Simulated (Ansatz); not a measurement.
Si2Mo:
```
Si2Mo
1.0
    0.00000     4.03020     4.37791
    2.30408     0.00000     4.37791
    2.30408     4.03020     0.00000
Si Mo
4 2
Direct
  0.66340   0.33660   0.66340
  0.33660   0.66340   0.33660
  0.58660   0.91340   0.58660
  0.91340   0.58660   0.91340
  0.00000   0.00000   0.00000
  0.25000   0.25000   0.25000
```

Relaxed with PBE. Special points in fractions of this cell's reciprocal vectors: Γ (0.000, 0.000, 0.000); Y (0.500, 0.000, 0.500); T (1.000, 0.500, 0.500); Z (0.500, 0.500, 0.000); Σ0 (0.000, 0.401, 0.401); U0 (1.000, 0.599, 0.599); C0 (0.500, 0.238, 0.738); A0 (0.500, 0.762, 0.262); L (0.500, 0.500, 0.500).

### Question
List the band energies nearest the Fermi level at these points for plane-wave PAW PBE (Ansatz code).

### Answer
In eV from the Fermi level; about four levels below and three above (degenerate sets whole), none deeper than 8.9 eV; points with the same levels are listed once.

```csv
k,below,above
Γ,-3.17 -2.41 -2.26 -2.19,0.32 2.26 2.37
Y,-2.85 -2.85 -0.46 -0.46,2.26 2.26 2.58 2.58
T,-2.47 -2.47 -1.09 -1.09,1.07 1.07 2.32 2.32
Z,-2.09 -2.09 -1.39 -1.39,2.53 2.53 2.74 2.74
Σ0,-1.84 -1.78 -1.03 -1.02,0.38 1.40 2.35
C0,-2.82 -2.82 -0.13 -0.13,0.90 0.90 1.84 1.84
L,-2.10 -1.77 -0.54 -0.03,0.30 1.06 1.70
```

Space group Fddd. The cell is a constructed one: a structure type filled with these elements; neither database checked (COD, Materials Project) lists it. It is not the phase usual at ambient conditions (space group No. 139). The cell was relaxed with PBE under the symmetry of its start; whether a distortion lowers the energy is not shown. No spin polarisation was allowed. Scalar-relativistic: spin–orbit coupling is off unless named, which matters more the heavier the elements.

Potentials: the later of the program's two PAW sets.
